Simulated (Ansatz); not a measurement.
# Au (Fm-3m), tetragonal deformation path

Theory: DFT PBEsol, scalar-relativistic, plane waves, PAW (Ansatz). Settings: plane waves to 420 eV, k-mesh 28×28×28 (Γ-centred), Gaussian smearing 0.15 eV. Spin–orbit coupling is left out, which can shift energies with elements as heavy as these. No spin polarisation. Energies are free energies at this smearing, counted from the undisturbed cell; pressure is positive in compression.

The undisturbed cell (relaxed at this level; with this scan's settings it stands at -0.1 GPa):

```
CELL_PARAMETERS angstrom
0.00000 2.04193 2.04193
2.04193 0.00000 2.04193
2.04193 2.04193 0.00000
ATOMIC_POSITIONS crystal
Au 0.00000 0.00000 0.00000
```

At fixed volume and fractional coordinates, lengths along (0.000, 0.000, 1.000) are scaled against those across it; ρ is that ratio over its starting value. The cell is metallic on the mesh throughout. At ρ = 0.707 the cell becomes cubic (Im-3m), and there the slope of the energy vanishes by symmetry.

| ρ | ΔE (meV/atom) |
| --- | --- |
| 0.650 | 19.1 |
| 0.707 | 21.2 |
| 0.780 | 18.3 |
| 0.850 | 12.2 |
| 0.920 | 5.2 |
| 1.000 | 0.0 |
| 1.100 | 13.1 |
| 1.200 | 61.3 |
| 1.300 | 159.2 |
| 1.414 | 337.5 |
| 1.500 | 514.0 |

Q: Predict the pressure (GPa) at each point.

A:
| ρ | pressure (GPa) |
| --- | --- |
| 0.650 | 0.4 |
| 0.707 | 0.3 |
| 0.780 | 0.3 |
| 0.850 | 0.2 |
| 0.920 | 0.0 |
| 1.000 | -0.1 |
| 1.100 | 0.4 |
| 1.200 | 2.6 |
| 1.300 | 6.9 |
| 1.414 | 14.5 |
| 1.500 | 21.8 |

Cost: 11 runs of about 5.1 core-minutes in all, on AMD EPYC (Zen 3) (shared hosts).